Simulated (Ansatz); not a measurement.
Tl:
Space group P6₃/mmc (No. 194); a = 3.386 Å, b = 3.386 Å, c = 5.488 Å, α = 90.00°, β = 90.00°, γ = 120.00°

| atom | site | symmetry | x | y | z |
|---|---|---|---|---|---|
| Tl | 2d | -6m2 | 0.6667 | 0.3333 | 0.2500 |

Relaxed at zero pressure with plane-wave PAW LDA (Ansatz code).

### Question
The volume is raised by 3 % and shape and atoms relax at that volume. What pressure results, and how do the axes share the change?

### Answer
-0.9 GPa; a 3.4 %, b 3.4 %, c -3.6 %; the energy rises by 2 meV/atom.

### Question
Give the new structure.

### Answer

Space group P6₃/mmc (No. 194); a = b = 3.499 Å, c = 5.291 Å, α = β = 90.00°, γ = 120.00°

```
atom  site  symmetry       x       y       z
----  ----  --------  ------  ------  ------
Tl      2d      -6m2  0.6667  0.3333  0.2500
```

The phase is kept; no other phase was compared at this pressure.

Space group P6_3/mmc (hcp (Mg type)). The cell was relaxed with LDA under the symmetry of its start. Axis ratios of metals converge slowly with the k-mesh, so a and c are less sure than the volume. Spin–orbit coupling is left out wherever it is not named.

Potentials: the later of the program's two PAW sets.
